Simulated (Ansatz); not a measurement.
KF (rock salt)

```
KF
1.0
    0.00000     5.42078     5.42078
    2.71039     0.00000     2.71039
    2.71039     2.71039     0.00000
F K
2 2
Direct
  0.00000   0.00000   0.00000
  0.50000   0.00000   0.00000
  0.25000   0.50000   0.50000
  0.75000   0.50000   0.50000
```

A phonon eigenvector at L = (0.5, 0.0, 0.0) is frozen into this cell: atom i moves by Q times the vector below, so Q is the largest atomic displacement, in Å. The cell is held. (q is in reciprocal vectors of the primitive cell; the cell shown is doubled to hold the pattern.)

| atom | x | y | z |
|---|---|---|---|
| K3 | 0.577 | -0.577 | -0.577 |
| K4 | -0.577 | 0.577 | 0.577 |

Atoms not listed stay in place.

Method: PBE (plane waves to 420 eV, PAW, scalar-relativistic; Ansatz, a quantum-chemistry and plane-wave program). k mesh 11×11×11 (Γ-centred), Fermi-Dirac smearing 0.05 eV. Energies are smeared free energies. KF was relaxed with its symmetry unable to fall. The zero of ΔE is the undisplaced structure.

```csv
Q (Å),ΔE (meV/cell)
-0.1000,withheld
-0.0833,34.8
-0.0667,22.3
-0.0500,12.5
-0.0333,5.6
-0.0167,1.4
0.0000,0.0
0.0167,1.4
0.0333,5.6
0.0500,12.5
0.0667,22.3
0.0833,34.8
0.1000,withheld
```

Fit an even polynomial form (powers 2, 4) to the given rows and predict ΔE at Q = 0.1000.

Least squares on the 11 given rows: ΔE = (5008)·Q² + (944.4)·Q⁴, in meV/cell with Q in Å; root-mean-square residual 0.02 meV/cell. At 0.1000 the fit gives 50.2 meV/cell; the calculation gives 50.2 meV/cell, the same to the digits shown. The quadratic term alone would give 50.1 meV/cell.

(For displaced atoms, the force is minus the slope of the energy, and its curvature is a force constant, which sets phonon frequencies.)
